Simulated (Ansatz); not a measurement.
A geometry of Ta away from equilibrium: step 2 of the relaxation of a relaxed Ta cell, doubled along one cell vector, shaken by Gaussian noise of σ = 0.08 Å a coordinate. These are r2SCAN (plane waves to 500 eV, PAW, scalar-relativistic; Ansatz, a first-principles code) values and carry that method's errors. Γ-centred k-mesh 14×7×14 on the run's cell (coarser than for final values), Fermi–Dirac smearing 0.05 eV.

```xyz
2
Lattice="-1.6461 1.6570 1.6465 3.3026 -3.3149 3.3043 1.6485 1.6598 -1.6470" Properties=species:S:1:pos:R:3:forces:R:3 pbc="T T T" free_energy=-19890.273 pressure_GPa=0.6
Ta    -0.0653    -0.0159     0.1645    0.5330   -0.3696   -0.3858
Ta     1.7600    -1.7300     1.6638   -0.5330    0.3696    0.3858
```

Positions in Å, forces in eV/Å, free energy of the cell in eV (comparable only within this code, potentials and settings). Largest force: 0.75 eV/Å, on Ta1, Ta2 (atoms numbered as listed); the geometry lies 0.05 eV/atom above the end of its relaxation.

No spin polarisation in the result.

The run could not lose the symmetry of its start.
